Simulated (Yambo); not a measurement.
Yambo run on Sr₂MgH₆ (space group P-3m1, No. 164). The wavefunctions are LDA (pw.x of Quantum ESPRESSO, ONCV potentials, without SOC) ones on a 3×3×4 mesh (18 occupied bands); a = 5.4754 Å, b = 5.4754 Å, c = 4.1885 Å, α = 90.00°, β = 90.00°, γ = 120.00°.

Yambo input:

```
rim_cut
gw0
dyson
el_el_corr
HF_and_locXC
ppa
em1d
RandQpts= 1000000
RandGvec= 1 Ry
EXXRLvcs= 84 Ry
VXCRLvcs= 336 Ry
Chimod= "HARTREE"
% BndsRnXp
 5 | 155 |
%
NGsBlkXp= 7 Ry
% LongDrXp
 1.0 | 1.0 | 1.0 |
%
PPAPntXp= 27.2114 eV
% GbndRnge
 1 | 100 |
%
GTermKind= "BG"
DysSolver= "n"
ExtendOut
% QPkrange
 1 | 1 | 18 | 19 |
 7 | 7 | 18 | 18 |
%
```

k points by index: 1 = Γ, 7 = K.

Resulting energies as the program prints them:

```
#    K-point    Band    Eo [eV]    E [eV]    E-Eo [eV]    Vxc [eV]    Vnlxc [eV]    Sc|Eo [eV]    Sc|E [eV]    dSc/dw|Eo [eV]    Re(Z)    Im(Z)
#
    1    18    -0.418577    -1.473954    -1.055377    -11.07956    -13.95803    1.551570    1.823092    -6.999962    0.795387    -0.001661
    1    19    2.414880    3.211528    0.796649    -9.430290    -4.886601    -3.579908    -3.747040    -5.707882    0.826608    -0.001300
    7    18    0.000000    -1.068661    -1.068661    -11.26281    -14.08784    1.482028    1.756363    -6.984675    0.795743    -0.001498
```
(The two width columns are left out.) Convergence of these settings isn't established.

Geometry of the Materials Project entry, not relaxed at this level.

The structure is a Materials Project entry; no match was found in the copy of COD used, and its stability was not checked.
